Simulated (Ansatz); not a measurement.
Pd:
```cif
data_Pd8
_chemical_formula_sum 'Pd8'
_space_group_name_H-M_alt 'Fd-3m :1'
_space_group_IT_number 227
_space_group_name_Hall 'F 4d 2 3 -1d'
_cell_length_a 5.80764
_cell_length_b 5.80764
_cell_length_c 5.80764
_cell_angle_alpha 90.000
_cell_angle_beta 90.000
_cell_angle_gamma 90.000
loop_
_atom_site_label
_atom_site_type_symbol
_atom_site_symmetry_multiplicity
_atom_site_Wyckoff_symbol
_atom_site_fract_x
_atom_site_fract_y
_atom_site_fract_z
_atom_site_occupancy
Pd1 Pd 8 b 0.50000 0.50000 0.50000 1
```
(The calculation used a cell of 2 atoms; values per cell refer to that cell.)

Relaxed with PBE.

Problem. Which orbitals make up the states near the Fermi level in DFT-PBE in the program Ansatz with PAW potentials?

Solution. Within 0.5 eV of the Fermi level: Pd 4d 89 %, outside the projected shells 10 %. Projections are on Löwdin-orthogonalised atomic valence shells; empty p or d shells of many metals are not among them.

Problem. Tabulate the density of states.

Solution. States/eV per cell of 2 atoms, in 0.25 eV bins, energy from the Fermi level.

```csv
E (eV),total,Pd 4d,Pd 4s,Pd 4p
-4.55,0.00,0.00,0.00,0.00
-4.30,0.11,0.00,0.00,0.00
-4.05,0.21,0.01,0.00,0.00
-3.80,4.12,3.81,0.00,0.00
-3.55,8.67,8.22,0.00,0.01
-3.30,6.09,5.88,0.01,0.01
-3.05,9.11,8.51,0.02,0.01
-2.80,8.74,7.66,0.04,0.01
-2.55,5.00,4.79,0.01,0.01
-2.30,3.94,3.72,0.01,0.01
-2.05,3.65,3.37,0.01,0.01
-1.80,3.84,3.61,0.01,0.01
-1.55,3.56,3.42,0.00,0.00
-1.30,4.16,4.00,0.00,0.01
-1.05,3.70,3.57,0.00,0.01
-0.80,1.14,1.03,0.00,0.00
-0.55,2.67,2.37,0.00,0.00
-0.30,5.37,4.98,0.00,0.01
-0.05,8.61,8.24,0.00,0.01
0.20,1.67,1.12,0.00,0.00
0.45,0.81,0.29,0.00,0.00
0.70,0.65,0.16,0.00,0.00
0.95,0.57,0.11,0.00,0.00
1.20,0.52,0.09,0.00,0.00
1.45,0.84,0.13,0.00,0.00
1.70,0.80,0.10,0.00,0.00
1.95,0.65,0.06,0.00,0.00
2.20,0.78,0.05,0.00,0.00
2.45,0.82,0.05,0.00,0.00
2.70,0.62,0.03,0.00,0.00
2.95,0.52,0.03,0.00,0.00
3.20,0.59,0.02,0.00,0.00
3.45,0.78,0.02,0.00,0.00
3.70,0.77,0.02,0.00,0.00
3.95,0.78,0.02,0.00,0.00
4.20,0.82,0.02,0.00,0.00
4.45,0.85,0.01,0.00,0.00
4.70,0.95,0.01,0.00,0.00
```

The start of the workflow was typed in or built on a structure type; neither database checked (COD, Materials Project) lists it. It is not the phase usual at ambient conditions (space group No. 225). The cell was relaxed with PBE under the symmetry of its start; whether a distortion lowers the energy is not shown. The run is not spin-polarised. Spin–orbit coupling is left out wherever it is not named.

Potentials: the earlier of the program's two PAW sets.
